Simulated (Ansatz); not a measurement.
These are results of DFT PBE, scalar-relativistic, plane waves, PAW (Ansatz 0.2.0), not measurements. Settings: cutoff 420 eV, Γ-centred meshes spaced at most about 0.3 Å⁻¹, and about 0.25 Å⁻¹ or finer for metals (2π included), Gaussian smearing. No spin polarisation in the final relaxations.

Temperature and zero-point effects are left out.

Two forms of Ir2Rh were relaxed alike.

A.

```yaml
crystal:
  lattice:
    - [2.73984, 0.00000, 0.00000]
    - [-1.36992, 2.37277, 0.00000]
    - [0.00000, 0.00000, 13.28790]
  atoms:
    - { symbol: Ir, position: [0.33333, 0.66667, 0.08291] }
    - { symbol: Ir, position: [0.33333, 0.66667, 0.41709] }
    - { symbol: Ir, position: [0.66667, 0.33333, 0.58291] }
    - { symbol: Ir, position: [0.66667, 0.33333, 0.91709] }
    - { symbol: Rh, position: [0.33333, 0.66667, 0.75000] }
    - { symbol: Rh, position: [0.66667, 0.33333, 0.25000] }
```

B.

```yaml
crystal:
  lattice:
    - [2.73916, 0.00000, 0.00000]
    - [-1.36958, 2.37218, 0.00000]
    - [0.00000, 0.00000, 13.29335]
  atoms:
    - { symbol: Ir, position: [0.33333, 0.66667, 0.83297] }
    - { symbol: Ir, position: [0.33333, 0.66667, 0.16703] }
    - { symbol: Ir, position: [0.33333, 0.66667, 0.50000] }
    - { symbol: Ir, position: [0.66667, 0.33333, 0.00000] }
    - { symbol: Rh, position: [0.66667, 0.33333, 0.33420] }
    - { symbol: Rh, position: [0.66667, 0.33333, 0.66580] }
```

**Question.** Which arrangement of the elements on these sites is preferred, and by what margin?

**Answer.** They are level within the accuracy (3 meV/atom apart, with A the lower in these runs). The two share one framework of sites and differ in which element sits where. A has Ir and Rh ordered on hcp sites, space group P6_3/mmc (No. 194), 14.4 Å³/atom and no gap on its mesh; B has Ir and Rh ordered on hcp sites, space group P-6m2 (No. 187), 14.4 Å³/atom and no gap. Counting all near atoms (those within 1.25 times the shortest distance at each site), A and B both have Ir 12, Rh 12. Even the lower one lies +0.04 eV/atom against the reference forms of the elements (uncorrected), so neither is stable at this level. In A, Ir is surrounded by 9 Ir at 2.71–2.74 Å and 3 Rh at 2.73 Å; Rh has 6 Ir at 2.73 Å and 6 Rh at 2.74 Å. In B, Ir on a site of symmetry 3m is surrounded by 9 Ir at 2.73–2.74 Å and 3 Rh at 2.73 Å; Ir on a site of symmetry -6m2 is surrounded by 6 Rh at 2.71 Å and 6 Ir at 2.74 Å; around Rh lie 6 Ir at 2.71–2.73 Å and 6 Rh at 2.74 Å; 1 more site not described. Both come from invented guesses.

For metals, differences of a few meV/atom aren't resolved. These runs have no spin–orbit coupling, which can matter for Ir. With atoms moved at random, P6_3/mmc came back. Other cells relaxed within their symmetry can be saddle points.
